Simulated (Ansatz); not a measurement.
Starting cell, HfO₂ (tetragonal-ZrO2 type, space group P4_2/nmc):

```
CELL_PARAMETERS angstrom
      7.20964     0.00000     0.00000
      3.60482     3.60482     0.00000
      0.00000     0.00000     5.26502
ATOMIC_POSITIONS crystal
  Hf 0.00000 0.00000 0.00000
  Hf 0.50000 0.00000 0.00000
  Hf 0.00000 0.50000 0.50000
  Hf 0.50000 0.50000 0.50000
  O  0.75000 0.50000 0.19324
  O  0.25000 0.50000 0.19324
  O  0.75000 0.50000 0.69324
  O  0.25000 0.50000 0.69324
  O  0.25000 0.00000 0.30676
  O  0.75000 0.00000 0.30676
  O  0.25000 0.00000 0.80676
  O  0.75000 0.00000 0.80676
```

A phonon eigenvector at M = (0.5, 0.5, 0.0) is frozen into this cell: atom i moves by Q times the vector below, so Q is the largest atomic displacement, in Å. The cell is held. It is one choice among 2 degenerate patterns. (q is in reciprocal vectors of the primitive cell; the cell shown is doubled to hold the pattern.)

```tsv
atom	x	y	z
O5	0.912	-0.411	0.000
O6	-0.912	0.411	0.000
O7	-0.437	0.857	0.000
O8	0.437	-0.857	0.000
O9	0.857	-0.437	0.000
O10	-0.857	0.437	0.000
O11	-0.411	0.912	0.000
O12	0.411	-0.912	0.000
```

Atoms not listed stay in place.

Level of theory: PBE (plane waves to 420 eV, PAW, scalar-relativistic; Ansatz, a program for electronic structure). k mesh 9×9×6 (Γ-centred), Fermi-Dirac smearing 0.05 eV. HfO2 is run without spin polarisation. HfO2 was relaxed with its symmetry unable to fall. Spin-orbit coupling is left out, though Hf is heavy. The PAW data are Ansatz's earlier set. This is a high-temperature form of HfO2.

At one point of the scan the forces (eV/Å) are:

```csv
atom,Fx,Fy,Fz
Hf1,0.000,0.000,0.000
Hf2,0.000,0.000,0.000
Hf3,0.000,0.000,0.000
Hf4,0.000,0.000,0.000
O5,-0.283,0.140,0.165
O6,0.283,-0.140,0.165
O7,0.155,-0.260,0.192
O8,-0.155,0.260,0.192
O9,-0.260,0.155,-0.192
O10,0.260,-0.155,-0.192
O11,0.140,-0.283,-0.165
O12,-0.140,0.283,-0.165
```

Problem. Which point is it?
A) Q = 0.150 Å
B) Q = 0.030 Å
C) Q = 0.180 Å
D) Q = 0.090 Å

Solution. A, Q = 0.150 Å

(A displaced cell: forces are minus the slopes of the energy, force constants its curvatures, and phonons follow from these.)
